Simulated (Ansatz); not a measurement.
Relaxed-ion elastic tensor of NaH4IO2 in space group P-1 (No. 2; Pearson symbol aP16) in GPa (Voigt order), r²SCAN+D4 (plane waves, PAW; program Ansatz); density 2.57 g/cm³, 15.00 Å³ per atom.

```
23.1  13.8  12.6  -0.4  -0.5   0.5
13.8  22.7  12.3  -0.4  -0.5   0.0
12.6  12.3  24.1  -1.0   0.6   0.4
-0.4  -0.4  -1.0   6.1   0.0   1.7
-0.5  -0.5   0.6   0.0   5.5   1.8
 0.5   0.0   0.4   1.7   1.8   9.6
```

Question: Is the crystal mechanically stable?

Answer: Yes: the smallest eigenvalue of C is 4.5 GPa.

Question: Work out the Voigt, Reuss and Hill averages.

Answer: K_V = 16.4, K_R = 16.3, K_H = 16.3; G_V = 6.3, G_R = 5.7, G_H = 6.0 GPa.

Question: Give Young's modulus, Poisson's ratio, Pugh's ratio and the universal anisotropy index.

Answer: E = 9KG/(3K + G) = 16.1 GPa; ν = 0.34; K/G = 2.71 (ductile by the Pugh limit of 1.75); A_U = 5G_V/G_R + K_V/K_R − 6 = 0.57.

Question: Estimate the sound speeds and the Debye temperature.

Answer: v_l = √((K + 4G/3)/ρ) = 3070 m/s, v_t = √(G/ρ) = 1530 m/s, mean 1720 m/s; Θ = (h/k)(3n/4πV)^(1/3) v_m = 207 K.

Question: Solve the Christoffel equation for the three sound speeds along x, y, z.

Answer: Eigenvalues of C_ijkl n_j n_l equal ρv². In km/s, slowest first: x 1.38, 2.00, 3.00; y 1.45, 2.00, 2.97; z 1.47, 1.53, 3.07.

Question: How much does each axis shrink under pressure?

Answer: Linear compressibilities β_i = Σ_j S_ij (j = 1 to 3): x 20, y 21, z 21 per TPa.

The workflow started from a Materials Project entry (that database holds measured and hypothetical structures alike); the Crystallography Open Database files this formula in space group No. 2, but the cells were not matched. Whether it is the stable phase at ambient conditions was not checked. The cell was relaxed with r²SCAN+D4 under the symmetry of its start; whether a distortion lowers the energy is not shown. Spin–orbit coupling is left out wherever it is not named.

Potentials: the later of the program's two PAW sets.
